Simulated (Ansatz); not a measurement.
Stability checks on a candidate for Ti₂SnO₆

The cell was found from a structure generator's guess, not taken from experiment.

Method: DFT PBE, scalar-relativistic, plane waves, PAW (Ansatz). Plane waves to 420 eV, a 10×10×6 mesh through Γ for the 9-atom cell and 0.02 eV Gaussian smearing; no spin polarisation.

```cif
data_structure
_symmetry_space_group_name_H-M 'C2/m'
_symmetry_Int_Tables_number 12
_cell_length_a 14.4342
_cell_length_b 3.0689
_cell_length_c 4.9052
_cell_angle_alpha 90.000
_cell_angle_beta 90.523
_cell_angle_gamma 90.000
_cell_volume 217.28
loop_
_atom_site_label
_atom_site_type_symbol
_atom_site_symmetry_multiplicity
_atom_site_Wyckoff_symbol
_atom_site_fract_x
_atom_site_fract_y
_atom_site_fract_z
_atom_site_occupancy
Ti1 Ti 4 i 0.34010 0.00000 0.99232 1
Sn1 Sn 2 c 0.00000 0.00000 0.50000 1
O1 O 4 i 0.43304 0.00000 0.69889 1
O2 O 4 i 0.27748 0.50000 0.81262 1
O3 O 4 i 0.10229 0.00000 0.80867 1
```

The zero of energy is the elements' standard structures at the same level (O₂ as a molecule); no fitted shifts are applied. The references include grey tin.

Question: These tests were run: energy against the elements; phonons at Γ. What do they show?

Answer:

| test | result |
| --- | --- |
| energy against the elements | −2.518 eV/atom |
| phonons at Γ | imaginary modes down to 40i cm⁻¹ |

It fails one test: phonons at Γ. So it isn't even a local minimum.

The run for the phonons used a 10×10×6 k mesh.
